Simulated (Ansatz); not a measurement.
## Na: computed property card

Na:
```
Na
1.0
    3.59436     0.00000     0.00000
   -1.79718     3.11280     0.00000
    0.00000     0.00000     5.96573
Na
2
Direct
  0.33333   0.66667   0.25000
  0.66667   0.33333   0.75000
```

Space group P6_3/mmc (No. 194), hcp (Mg type); conventional cell a = b = 3.594 Å, c = 5.966 Å, α = β = 90.00°, γ = 120.00°.

Method: DFT-LDA in the program Ansatz with PAW potentials. Structure relaxed to zero pressure with the same functional. Other levels are named where they apply.

### Cell and energy

```json
{
 "volume_per_atom": "33.37 Å³",
 "density": "1.14 g/cm³"
}
```

### Electronic structure

```json
{
  "electronic_character": "metallic (no gap)",
  "Density of states at the Fermi level": "0.46 states/eV per atom (mean over ±0.08 eV)"
}
```

### Mechanics

```json
{
  "Bulk modulus (Birch–Murnaghan fit)": "9.1 GPa",
  "Pressure derivative B′": "3.7",
  "Elastic constants (relaxed ions, GPa)": "C11 = 14.4, C12 = 9.0, C13 = 4.2, C33 = 18.3, C44 = 2.7",
  "mechanical_stability": "stable (all eigenvalues of C positive)",
  "hill_bulk_and_shear_moduli": "9.1 and 3.3 GPa",
  "Young's modulus": "8.9 GPa",
  "Poisson's ratio": "0.34",
  "debye_temperature_from_the_elastic_constants": "177 K"
}
```

### Phonons

```json
{
 "highest_zone_centre_frequency": "135 cm⁻¹",
 "zone_centre_stability": "no imaginary mode at Γ"
}
```

The workflow started from a Materials Project entry (that database holds measured and hypothetical structures alike); the Crystallography Open Database files this formula in space group No. 194, but the cells were not matched. It is not the phase usual at ambient conditions (space group No. 229). The cell was relaxed with LDA under the symmetry of its start. As this level gives no gap, shear constants depend on the k-mesh and smearing (Fermi–Dirac, 0.1 eV here). As this level gives no gap, phonon frequencies hold no LO–TO term and depend on the k-mesh and smearing (Fermi–Dirac, 0.1 eV here). Axis ratios of metals converge slowly with the k-mesh, so a and c are less sure than the volume.

Potentials: the earlier of the program's two PAW sets.
